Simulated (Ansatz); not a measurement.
Tl₂Pd:
```yaml
crystal:
  lattice:
    - [-3.36484, 3.36484, 2.87194]
    - [3.36484, -3.36484, 2.87194]
    - [3.36484, 3.36484, -2.87194]
  atoms:
    - { symbol: Pd, position: [0.25000, 0.25000, 0.00000] }
    - { symbol: Pd, position: [0.75000, 0.75000, 0.00000] }
    - { symbol: Tl, position: [0.66567, 0.16567, 0.83133] }
    - { symbol: Tl, position: [0.16567, 0.33433, 0.50000] }
    - { symbol: Tl, position: [0.33433, 0.83433, 0.16867] }
    - { symbol: Tl, position: [0.83433, 0.66567, 0.50000] }
```

Relaxed with PBEsol. Special points in fractions of this cell's reciprocal vectors: Γ (0.000, 0.000, 0.000); X (0.000, 0.000, 0.500); M (-0.500, 0.500, 0.500); Z (0.432, 0.432, -0.432); Z0 (-0.432, 0.568, 0.432); P (0.250, 0.250, 0.250); N (0.000, 0.500, 0.000).

Question: List the band energies nearest the Fermi level at these points for plane-wave PAW PBEsol with spin–orbit coupling (Ansatz code).

Answer: In eV from the Fermi level; about four levels below and three above (degenerate sets whole), none deeper than 8.9 eV; points with the same levels are listed once.

```csv
k,below,above
Γ,-0.76 -0.76 -0.17 -0.17,0.10 0.10 0.51 0.51
X,-1.53 -1.53 -0.04 -0.04,0.10 0.10 1.29 1.29
M,-1.57 -1.57 -0.04 -0.04,1.18 1.18 3.46 3.46
Z,-1.84 -1.84 -1.57 -1.57,0.00 0.00 1.04 1.04
P,-2.26 -2.26 -2.26 -2.26,0.70 0.70 0.70 0.70
N,-1.16 -1.16 -1.16 -1.16,1.49 1.49 1.49 1.49
```

Space group I4/mcm. The workflow started from an entry of the Crystallography Open Database (COD). Its standing as an ambient phase is unchecked. The cell was relaxed with PBEsol under the symmetry of its start; of distortions, only those at the zone centre were tested. No spin polarisation was allowed.

Potentials: the later of the program's two PAW sets.
